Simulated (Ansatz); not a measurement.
**Kick test of a cell of Zn4Se3S**

It was reached by relaxing an invented guess, and it needn't be the stable form of this composition.

Computed with DFT PBE, scalar-relativistic, plane waves, PAW (Ansatz 0.2.0). Plane waves to 420 eV, a k mesh through Γ of 12×12×2 on the computed 8-atom cell and Gaussian smearing (0.02 eV); no spin polarisation.

The cell below (8 atoms, space group P3m1 (No. 156)) is relaxed within its symmetry.

```yaml
crystal:
  lattice:
    - [3.99922, 0.00000, 0.00000]
    - [-1.99961, 3.46343, 0.00000]
    - [0.00000, 0.00000, 13.10579]
  atoms:
    - { symbol: Zn, position: [0.00000, 0.00000, 0.00805] }
    - { symbol: Zn, position: [0.00000, 0.00000, 0.49785] }
    - { symbol: Zn, position: [0.33333, 0.66667, 0.24228] }
    - { symbol: Zn, position: [0.66667, 0.33333, 0.75262] }
    - { symbol: Se, position: [0.00000, 0.00000, 0.68684] }
    - { symbol: Se, position: [0.33333, 0.66667, 0.43233] }
    - { symbol: Se, position: [0.66667, 0.33333, 0.94206] }
    - { symbol: S, position: [0.00000, 0.00000, 0.18797] }
```

For the test it was strained at random (σ = 1.5 % a component), the atoms were moved at random (σ = 0.15 Å), and all was relaxed again on a coarse 6×6×1 mesh (in the run’s order of axes) with 0.10 eV smearing, with no symmetry imposed.

Question: Is the structure stable against such a distortion?

Answer: It returns, within 1 meV/atom of the unmoved cell on that mesh and with the same symmetry when read at 0.1 Å. So it is stable against the distortions that fit this cell and that this random move excites. Modes that don't fit the cell aren't tested.
